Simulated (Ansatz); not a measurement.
The end point of a relaxation of CeO$_{2}$. Space group Fm-3m (No. 225), fluorite type. These are PBE (plane waves to 420 eV, PAW, scalar-relativistic; Ansatz, a program for electronic structure) values and carry that method's errors.

```xyz
3
Lattice="0.0000 2.7323 2.7323 2.7323 0.0000 2.7323 2.7323 2.7323 0.0000" Properties=species:S:1:pos:R:3 pbc="T T T"
Ce     0.0000     0.0000     0.0000
O      1.3661     1.3661     1.3661
O      4.0984     4.0984     4.0984
```

```yaml
volume_per_atom: 13.60 Å³
density: 7.01 g/cm³
band_gap: 1.88 eV, indirect (valence top at k = (0, 0.25, -0.25), conduction bottom at L) (no spin-orbit coupling)
smallest_direct_gap: 1.98 eV at k = (0, 0.25, -0.25)
magnetic_moment: zero (the starting moments vanished)
shortest_distances: Ce–O 2.37 Å; O–O 2.73 Å
k-mesh: 8×8×8
```

Band energies at high-symmetry points (eV from the VBM; labels of this space group; no spin-orbit coupling), from −5 eV up to 5.7 eV:

```tsv
point	energies
Γ	-3.70 -3.70 -3.70 -0.57 -0.57 -0.57 2.18 2.18 2.18 2.41 2.81 2.81 2.81
X	-3.79 -1.19 -1.19 -0.74 -0.74 -0.58 1.91 2.00 2.00 2.16 2.48 2.48 3.09 5.63
U	-3.16 -1.69 -1.34 -1.27 -0.71 -0.29 1.95 2.04 2.07 2.16 2.31 2.43 3.01
K	-3.16 -1.69 -1.34 -1.27 -0.71 -0.29 1.95 2.04 2.07 2.16 2.31 2.43 3.01
L	-2.85 -2.85 -1.24 -1.18 -0.77 -0.77 1.88 2.05 2.05 2.19 2.66 2.66 2.74
W	-2.84 -2.22 -1.03 -1.03 -0.68 -0.62 1.94 2.05 2.05 2.29 2.29 2.31 3.04
```

No spin polarisation in the result: the starting moments vanished. No Hubbard U is applied. The 4f state was not searched, so a lower electronic state may exist.

Measured for CeO2: a 5.391 Å (0 K or low temperature; as listed in Stimac, Jared C., Goldman, Nir, arXiv (2024)); gap 3 eV (as listed in Fabien Tran et al., Journal of Applied Physics (2019)). Computed minus measured — a: PBE +1.4 %; gap: PBE -1.12 eV. The computed values are for a static lattice, and a measured gap can be an optical one, lowered by exciton binding.

The run could not lose the symmetry of its start; a randomly shaken copy of 6 atoms returns to this structure.
